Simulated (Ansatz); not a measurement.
CsPbBr$_{3}$:
```xyz
5
Lattice="5.9341 0.0000 0.0000 0.0000 5.9341 0.0000 0.0000 0.0000 5.9341" Properties=species:S:1:pos:R:3 pbc="T T T"
Cs     0.0000     0.0000     0.0000
Pb     2.9670     2.9670     2.9670
Br     0.0000     2.9670     2.9670
Br     2.9670     2.9670     0.0000
Br     2.9670     0.0000     2.9670
```

Relaxed with r²SCAN.

Task: Give the Bader charges and basin volumes of the independent atoms, plane-wave PAW r²SCAN (Ansatz code).

Result: 

```csv
atom,Bader charge (e),Bader volume (Å³)
Cs1,+0.90,46.0
Pb2,+1.19,24.2
Br3,-0.70,44.8
```

Space group Pm-3m (cubic perovskite). This is a known high-temperature phase of the composition, computed here at zero pressure and temperature. Symmetry was held in the r²SCAN relaxation; its stability against distortions is not shown here. Scalar-relativistic: spin–orbit coupling is off unless named, which matters more the heavier the elements.

Potentials: the later of the program's two PAW sets.
